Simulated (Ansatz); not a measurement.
**YbCoGe₅ in Ansatz, single run**

Launch command:

```bash
ansatz run input.yaml --threads 1 --pin off --max-ram 2560MiB --backend cpu --events-out ev --progress --plain --runs-dir out
```

input.yaml:

```yaml
crystal:
  lattice:
    - [4.103327, 0.0, 0.0]
    - [0.0, 4.103327, 0.0]
    - [0.0, 0.0, 6.69007]
  atoms:
    - { symbol: Yb, position: [0.0, 0.0, 0.0] }
    - { symbol: Ge, position: [0.5, 0.5, 0.0] }
    - { symbol: Ge, position: [0.5, 0.0, 0.30469] }
    - { symbol: Ge, position: [0.0, 0.5, 0.30469] }
    - { symbol: Ge, position: [0.5, 0.0, 0.69531] }
    - { symbol: Ge, position: [0.0, 0.5, 0.69531] }
    - { symbol: Co, position: [0.0, 0.0, 0.5] }
  symmetry: { tolerance: 0.0003 }
kpoints:
  mp_grid: { grid: [5, 5, 3], shift: [0, 0, 0] }
magnetization:
  spin_polarized: false
scf:
  occupations: { method: tetrahedron }
hamiltonian:
  pseudopotentials: { kind: paw }
  xc: r2scan
basis:
  ecutwfc: 500
output:
  forces: true
  stress: true
  eigenvalues: true
accuracy: medium
```

Origin of the cell: a known structure type with other elements, at an estimated volume, so it need not be a known compound.

Output (shortened):

```
Warning: output.forces, output.stress, relax.cell or npt_langevin: where a Kohn–Sham band that disperses or a degenerate level is filled in part under the method tetrahedron, the forces or th […]
band count auto-derived: 68 (N_el = 111.0; filled up to band 56; 67 by the electrons, moments and atoms)
Pseudopotentials: kind: paw
Pseudopotential: Yb, paw, valence charge 24, recommended cutoff 500 eV (meta_gga), Yb.paw.azcp
Pseudopotential: Ge, paw, valence charge 14, recommended cutoff 500 eV (meta_gga), Ge.paw.azcp
Pseudopotential: Co, paw, valence charge 17, recommended cutoff 500 eV (meta_gga), Co.paw.azcp
Functional definition: r2SCAN
  exchange = r2scan_x(k0 = k0, k1 = k1, a1 = a1)
  correlation = r2scan_c
Crystal: 7 atoms, lattice volume = 112.643 Å³
Basis set: ecut = 500 eV, 2889 PW (Γ), exchange–correlation on 120×120×200 points (64 copies of the dense FFT grid, shifted against one another)
[… 13 lines left out …]
Initial density: superposition of atomic densities (chi_scale 0.1, normalization cell, long waves kept (reshape's long-wave potential 0.04 eV rms))
Functional: x = r2scan, c = r2scan; τ floored in thin density (d = 2e-4 eV/Å³)
SCF iter   1: F=—  HF=-40457.288073 eV  Δρ=2.26e-1  dr2=6.27e1  dr2_τ=3.95e-1  defer=3
SCF iter   2: F=—  HF=-40470.482054 eV  Δρ=4.50e-1  dr2=1.86e2  dr2_τ=1.50e0  defer=65  recentre
SCF iter   3: F=—  HF=-40454.676808 eV  Δρ=8.82e-2  dr2=1.09e1  dr2_τ=3.36e-2  defer=61
SCF iter   4: F=—  HF=-40453.344632 eV  Δρ=5.16e-2  dr2=4.66e0  dr2_τ=1.38e-2  defer=61
SCF iter   5: F=—  HF=-40452.819123 eV  Δρ=2.57e-2  dr2=1.52e0  dr2_τ=2.96e-3  defer=58
SCF iter   6: F=—  HF=-40452.801892 eV  Δρ=4.04e-2  dr2=1.53e0  dr2_τ=1.78e-2  defer=58
SCF iter   7: F=—  HF=-40452.814593 eV  Δρ=3.48e-2  dr2=1.26e0  dr2_τ=1.38e-2  defer=58
SCF iter   8: F=—  HF=-40452.776237 eV  Δρ=2.25e-2  dr2=5.29e-1  dr2_τ=2.34e-3  defer=59
SCF iter   9: F=—  HF=-40452.735963 eV  Δρ=7.12e-3  dr2=7.85e-2  dr2_τ=5.43e-4  defer=63
SCF iter  10: F=—  HF=-40452.738984 eV  Δρ=5.37e-3  dr2=3.85e-2  dr2_τ=2.59e-4  defer=58
SCF iter  11: F=—  HF=-40452.736478 eV  Δρ=2.15e-3  dr2=6.12e-3  dr2_τ=3.75e-5  defer=58
SCF iter  12: F=—  HF=-40452.737292 eV  Δρ=2.13e-3  dr2=4.71e-3  dr2_τ=9.30e-6  defer=58
SCF iter  13: F=—  HF=-40452.736441 eV  Δρ=8.17e-4  dr2=6.96e-4  dr2_τ=1.36e-5  defer=58
SCF iter  14: F=—  HF=-40452.736440 eV  Δρ=3.45e-4  dr2=1.16e-4  dr2_τ=4.42e-6  defer=58
SCF iter  15: F=—  HF=-40452.736440 eV  Δρ=1.11e-4  dr2=1.46e-5  dr2_τ=4.94e-8  defer=58
SCF iter  16: F=—  HF=-40452.736412 eV  Δρ=1.80e-5  dr2=3.51e-7  dr2_τ=4.96e-8  defer=58
SCF iter  17: F=—  HF=-40452.736420 eV  Δρ=3.09e-5  dr2=1.08e-6  dr2_τ=8.49e-9
SCF iter  18: F=—  HF=-40452.736417 eV  Δρ=1.50e-5  dr2=2.48e-7  dr2_τ=5.98e-9  defer=58
SCF iter  19: F=-40452.736414 eV  HF=-40452.736414 eV  Δρ=2.34e-6  dr2=6.37e-9  dr2_τ=2.55e-10
SCF 1 converged in 19 iterations: F = -40452.736414 eV  dr2 = 6.37e-9
SCF converged after 19 iterations
Stability not checked: this state was not tested for a lower state beside it, because cold or Methfessel-Paxton smearing, or corrected tetrahedra, fill the levels in a way that the test cannot read (fill_not_monotonic; […]
Free energy (F): -40452.736414 eV
Harris-Foulkes:  -40452.736414 eV  (|F-HF|=4.18e-9)
Internal energy: -40452.734798 eV  (E = F + TS)
E sigma→0 (E₀):  -40452.736414 eV
Entropy (-TS):   -0.001616 eV (-0.231 meV/atom)
Fermi energy:    15.128380 eV
--- Per-component energies (eV) ---
  E_band       = -587.055402
  E_kinetic    = 1387.170826
  E_local      = -19033.137265  (includes V_loc(G=0)·N_el)
  E_nonlocal   = 3087.245383
  E_hartree    = 8367.943710
  E_xc         = -674.639683
  E_vxc        = -814.969592  (∫ρ·V_xc dr)
  E_paw        = -19047.656248  (= ΣΔE_a)
  E_vpaw       = -1998.391030  (= ΣTr[D̂ρ^β])
  E_aug_tail   = 0.000115  (compensation charges beyond the density's cutoff)
  E_vtau       = 49.141242  (kinetic-family band-sum trace: ∫τ·v_τ [+ j·A + Jᵃ·Aᵃ] dr)
  E_ewald      = -14534.786808
  E_core_change = -4.874829  (= ΣΔE_core)
  E_smearing   = -0.001616  (= −TS)
  Σ components = -40452.736414   (vs F -40452.736414, Δ=0.00e0)
--- Forces (eV/Å), atoms counted from 1 ---
  atom   1  Yb     0.000000    -0.000000     0.000000
  atom   2  Ge     0.000000     0.000000     0.000000
  atom   3  Ge     0.000000     0.000000     0.371653
  atom   4  Ge     0.000000     0.000000     0.371653
  atom   5  Ge     0.000000     0.000000    -0.371653
  atom   6  Ge     0.000000     0.000000    -0.371653
  atom   7  Co    -0.000000     0.000000     0.000000
  max |Σ_I F_I| component: 0.0 eV/Å
--- Stress (GPa, compression-positive) ---
        6.610006       0.000000       0.000000
        0.000000       6.610006       0.000000
        0.000000       0.000000       8.360316
  P = ⅓ Tr σ = 7.1934 GPa (71.934 kbar)
```

Caveats: f shells without a U or exact exchange are poorly placed; forces and stress under tetrahedra may miss the slope of the energy; no spin polarisation, so a magnetic state may lie lower; no spin-orbit coupling, though heavy elements are present; the k mesh is coarse if the cell is a metal.

It ran for 25 s on 1 thread of Intel(R) Xeon(R) Platinum 8375C CPU @ 2.90GHz (Ice Lake) (shared host), peak memory 0.66 GiB, from the program's own first density.
